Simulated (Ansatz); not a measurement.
CaPbF₆ (space group Fm-3m)

```
CaPbF6
1.0
    0.00000     4.24549     4.24549
    4.24549     0.00000     4.24549
    4.24549     4.24549     0.00000
Ca Pb F
1 1 6
Direct
  0.50000   0.50000   0.50000
  0.00000   0.00000   0.00000
  0.75822   0.75822   0.24178
  0.24178   0.24178   0.75822
  0.24178   0.75822   0.75822
  0.75822   0.24178   0.24178
  0.75822   0.24178   0.75822
  0.24178   0.75822   0.24178
```

The slice is a {110} plane (indices of the conventional cell) through the point (0.242, 0.758, 0.242) (fractional), spanned by u = [100] and v = [1 -1 -1] in vectors of this cell: u (6.00 Å) and v (8.49 Å, at 90° to u). It covers one period; positions are fractions (u, v).

All values below come from LDA (plane waves to 420 eV, PAW, scalar-relativistic; Ansatz, a program for electronic structure). k mesh 7×7×7. These are valence fields of a PAW run, semicore shells included where kept as valence: close to a nucleus they are smooth pseudo fields. CaPbF6 was relaxed with its symmetry unable to fall. Spin-orbit coupling is left out, though Pb is heavy.

Question: Predict the map of the valence electron density on the slice.

Answer: 
```
|9999775544332233446677999988775544333344557799|
|8877665533222222335566778877665544333344556677|
|6655553322111122334455556655444433222233445555|
|4444332211111111222233444444332222222222333344|
|2222221111000000111122222222221111111111222222|
|1111110000000000000011111111111111111111111111|
|0000000000111111000000000000001111111111110000|
|0000000011111111000000000000001111111111110000|
|0000000011111111110000000000001111111111110000|
|1111111111111111111111111111111111111111111111|
|2222221111111111112222222222111111111111111122|
|4444333322221122223333444433332211111111223333|
|5555554433222222334455555555443322111122334455|
|7777665544333333445566777766554433222233445577|
|9999886644333333556688999988665533222233556688|
|9999886655443344557788999988775533223333557799|
|9999886644333333556688999988665533222233556688|
|7777665544333333445566777766554433222233445577|
|5555554433222222334455555555443322111122334455|
|4444333322221122223333444433332211111111223333|
|2222221111111111112222222222111111111111111122|
|1111111111111111111111111111111111111111111111|
|0000000011111111110000000000001111111111110000|
|0000000011111111000000000000001111111111110000|
|0000000000111111000000000000001111111111110000|
|1111110000000000000011111111111111111111111111|
|2222221111000000111122222222221111111111222222|
|4444332211111111222233444444332222222222333344|
|6655553322111122334455556655444433222233445555|
|8877665533222222335566778877665544333344556677|
|9999775544332233446677999988775544333344557799|
|9999886644332233446688999999776644334444668899|
```
Scale: ten equal steps from -2.22 (start of '0') to 1.15 (end of '9'), in the order '0123456789'. Values: log₁₀ of the valence density in e/Å³. The map has 23 points along u (two characters each, u = 0 at the left) and 32 along v (v = 0 in the bottom row). The scale is logarithmic, as a density can span decades between atoms and voids.
